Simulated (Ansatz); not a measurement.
# Ba$_{2}$H$_{3}$NO$_{6}$: reading a single point

```xyz
12
Lattice="3.4899 6.0447 0.0000 -3.4899 6.0447 0.0000 0.0000 0.0000 3.8429" Properties=species:S:1:pos:R:3 pbc="T T T"
Ba   -0.0003    4.0300    0.0000
Ba    0.0003    8.0594    0.0000
O     0.6268    1.0856    0.0000
O     0.6268   11.0037    0.0000
O     2.2363    6.0447    0.0000
N     0.0000    0.0000    0.0000
O    -0.3588    6.0447    1.9215
O     1.9243    3.3330    1.9215
O    -1.5656    2.7116    1.9215
H    -1.3390    6.0447    1.9215
H     2.4144    4.1819    1.9215
H    -1.0754    1.8627    1.9215
```

The numbers come from plane-wave PAW DFT (Ansatz): PBE, no spin polarisation, 420 eV, 6×6×8 Γ-centred k points, fermi-dirac occupations (width 0.1 eV). Nothing was relaxed.

Question: What is the formation energy?

Answer: -1.55 eV an atom against the elements' usual phases (free molecules for gases, crystals otherwise, with no correction for O₂ or N₂), so it is bound against them; other compounds may still compete. Relaxing would lower it.

Question: Where is the largest force?

Answer: The largest is on O4 (and as large on other atoms): 0.62 eV/Å, components (0.31, -0.53, 0.00). It makes 180° with the line to a nearest neighbour, N6 at 1.25 Å, pointing away from it.

Question: Give the Bader charges.

Answer: Bader charges in e: Ba +1.60, H +0.51, N +0.86, O -1.27 to -0.58. In the mean Ba gives up most and O takes most.

Question: What is the band gap?

Answer: The gap is 2.93 eV, direct at the points sampled. A semilocal functional usually gives too small a gap.

Question: Is the cell too large or too small?

Answer: The pressure is 1.0 GPa (compression positive), so with the atoms held at these fractions the cell would first expand. The principal stresses 0.2, 1.4, 1.4 GPa differ, so its shape would change too.

Origin: a database entry at a rescaled volume.

Run time, from a saved density: 3.6 min on 1 thread of Intel(R) Xeon(R) 6975P-C (Granite Rapids), with other jobs on the host, peak memory 0.64 GiB. The time holds forces, stress, Bader, DOS, bands, ELF.
